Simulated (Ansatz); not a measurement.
# AlNi (Pm-3m): the size of the finite step

```yaml
crystal:
  lattice:
    - [2.86196, 0.00000, 0.00000]
    - [0.00000, 2.86196, 0.00000]
    - [0.00000, 0.00000, 2.86196]
  atoms:
    - { symbol: Al, position: [0.00000, 0.00000, 0.00000] }
    - { symbol: Ni, position: [0.50000, 0.50000, 0.50000] }
```

Computed, not measured; unless marked otherwise by PBEsol, PAW on Ansatz 0.2.0's default frozen-core files (fitted under PBE), scalar-relativistic. k mesh 16×16×16, strains of ±0.005, Fermi-Dirac smearing of 0.050 eV, cutoff 420 eV. The cell was relaxed by PAW under this functional.

Question: Elastic constants come from stresses at strains of ±0.005 (and twice that, four-point stencil): C11 = 234.4, C12 = 142.7, C44 = 125.9 GPa. What does an amplitude of 0.08 give?

Answer: C11 = 224.3, C12 = 146.6, C44 = 128.5 GPa. A large step picks up anharmonic terms.

Known limits: frozen-core PAW files fitted under PBE, their cores solved anew for the functional of the run; responses of metals move with mesh and smearing.
